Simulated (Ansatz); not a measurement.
A plane-wave DFT run in Ansatz 0.2.0 (scalar-relativistic PAW potentials unless the input names others): input and command.

```yaml
crystal:
  lattice:
    - [0.0, 2.1049392, 2.1049392]
    - [2.1049392, 0.0, 2.1049392]
    - [2.1049392, 2.1049392, 0.0]
  atoms:
    - { symbol: Al, position: [0.0, 0.0, 0.0] }
basis:
  ecutwfc: 420
kpoints:
  mp_grid: { grid: [20, 20, 20] }
hamiltonian:
  xc: pbesol
  hubbard: { sites: [{ species: Al, l: p, u_eff: 20.0 }] }
scf:
  occupations: { method: gaussian, width: 0.15 }
  max_iter: 50
output:
  forces: true
  eigenvalues: true
  stress: true
```

```bash
ansatz run input.yaml --threads 1 --pin off --max-ram 2560MiB --backend cpu --events-out ev --progress --plain --runs-dir out
```

Abridged log:
```
Basis set: ecut = 420 eV, 339 PW (Γ), exchange–correlation on 40×40×40 points (8 copies of the dense FFT grid, shifted against one another)
Bands: 6, of which v1, the nominal top of the filled ones, is band 2 counted from 1 (1 counted from 0)
Symmetry: 48 space group operations
k-points: 256 of 8000
SCF iter   1: F=—  HF=-512.283487 eV  |F-HF|=—  |Δ(HF+E_count)|=         —  Δρ=4.16e-3  dr2=1.95e-3  ethr=6.13e-5  ⟨swp⟩=1.0  Hψ=16562  notcnv=0
SCF iter   2: F=—  HF=-512.420766 eV  |F-HF|=—  |Δ(HF+E_count)|=   1.37e-1  Δρ=2.46e-3  dr2=9.19e-4  ethr=6.13e-5  ⟨swp⟩=2.2  Hψ=2471  notcnv=0
SCF iter   3: F=—  HF=-512.498707 eV  |F-HF|=—  |Δ(HF+E_count)|=   7.79e-2  Δρ=6.11e-4  dr2=5.78e-5  ethr=3.06e-5  ⟨swp⟩=2.4  Hψ=3393  notcnv=0  defer=1
SCF iter   4: F=—  HF=-512.498751 eV  |F-HF|=—  |Δ(HF+E_count)|=   4.38e-5  Δρ=1.46e-5  dr2=5.11e-8  ethr=3.33e-9  ⟨swp⟩=4.9  Hψ=9612  notcnv=0
SCF iter   5: F=-512.498751 eV  HF=-512.498751 eV  |F-HF|=2.98e-10  |Δ(HF+E_count)|=   1.51e-8  Δρ=9.55e-7  dr2=9.71e-11  ethr=1.70e-9  ⟨swp⟩=1.9  Hψ=4279  notcnv=0
SCF 1 converged in 5 iterations: F = -512.498751 eV  dr2 = 9.71e-11
SCF converged after 5 iterations
Free energy (F): -512.498751 eV
Harris-Foulkes:  -512.498751 eV  (|F-HF|=2.98e-10)
Internal energy: -512.491992 eV  (E = F + TS)
E sigma→0 (E₀):  -512.495371 eV
Entropy (-TS):   -0.006759 eV (-6.759 meV/atom)
Fermi energy:    10.578596 eV
--- Forces (eV/Å), atoms counted from 1 ---
  atom   1  Al     0.00000000     0.00000000     0.00000000
--- Stress (GPa, compression-positive) ---
       21.982013       0.000000       0.000000
        0.000000      21.982013       0.000000
        0.000000       0.000000      21.982013
  P = ⅓ Tr σ = 21.9820 GPa (219.820 kbar)
Occupation matrices written to <dir>
```

Question: What is wrong with this input?

Answer: The fault is an enormous or negative U (hamiltonian.hubbard: not typed → {"sites": [{"species": "Al", "l": "p", "u_eff": 20.0}]}, the first being the value of the sound run). Setting it back cures it. The run converged all the same, with an energy at zero smearing 12.0 eV/atom above the reference's (the Hamiltonian itself differs), pressure 21.98 GPa, largest force 0.000 eV/Å, no gap on the mesh, so convergence alone doesn't show that an input is right. A reference run from the same start on usual settings converged with pressure -8.33 GPa, largest force 0.000 eV/Å, no gap on the mesh.

The run took 4.9 s on 1 thread of Arm Neoverse N1, with other jobs on the host, peak memory 0.27 GiB.